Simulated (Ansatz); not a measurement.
NbSiB:
```yaml
crystal:
  lattice:
    - [1.64933, -6.76194, 0.00000]
    - [1.64933, 6.76194, 0.00000]
    - [0.00000, 0.00000, 3.18657]
  atoms:
    - { symbol: Si, position: [0.70214, 0.29786, 0.25000] }
    - { symbol: Si, position: [0.29786, 0.70214, 0.75000] }
    - { symbol: B, position: [0.46756, 0.53244, 0.75000] }
    - { symbol: B, position: [0.53244, 0.46756, 0.25000] }
    - { symbol: Nb, position: [0.09760, 0.90240, 0.75000] }
    - { symbol: Nb, position: [0.90240, 0.09760, 0.25000] }
```

Relaxed with PBE. Special points in fractions of this cell's reciprocal vectors: Γ (0.000, 0.000, 0.000); Y (-0.500, 0.500, 0.000); C0 (-0.265, 0.735, 0.000); Σ0 (0.265, 0.265, 0.000); Z (0.000, 0.000, 0.500); A0 (0.265, 0.265, 0.500); E0 (-0.265, 0.735, 0.500); T (-0.500, 0.500, 0.500); S (0.000, 0.500, 0.000); R (0.000, 0.500, 0.500).

### Question
List the band energies nearest the Fermi level at these points for DFT-PBE in the program Ansatz with PAW potentials.

### Answer
In eV from the Fermi level; about four levels below and three above (degenerate sets whole), none deeper than 8.9 eV; points with the same levels are listed once.

| k | below | above |
|---|---|---|
| Γ | -2.93 -2.50 -2.08 -1.28 | 1.04 1.12 1.27 |
| Y | -3.22 -1.73 -1.37 -1.21 | 0.29 0.80 1.06 |
| C0 | -2.20 -1.51 -1.42 -0.30 | 1.24 1.64 1.85 |
| Z | -3.49 -3.49 -2.94 -2.94 | 0.19 0.19 0.34 0.34 |
| A0 | -3.55 -3.55 -2.00 -2.00 | 1.93 1.93 3.07 3.07 |
| T | -3.38 -3.38 -0.45 -0.45 | 0.43 0.43 2.36 2.36 |
| S | -2.11 -1.51 -1.40 -0.30 | 1.00 1.55 2.01 |
| R | -3.48 -3.48 -1.97 -1.97 | 1.92 1.92 3.05 3.05 |

Space group Cmcm. The start of the workflow was typed in or built on a structure type; neither database checked (COD, Materials Project) lists it. Whether it is the stable phase at ambient conditions was not checked. Symmetry was held in the PBE relaxation; its stability against distortions is not shown here. No spin polarisation was allowed. Scalar-relativistic: spin–orbit coupling is off unless named, which matters more the heavier the elements.

Potentials: the later of the program's two PAW sets.
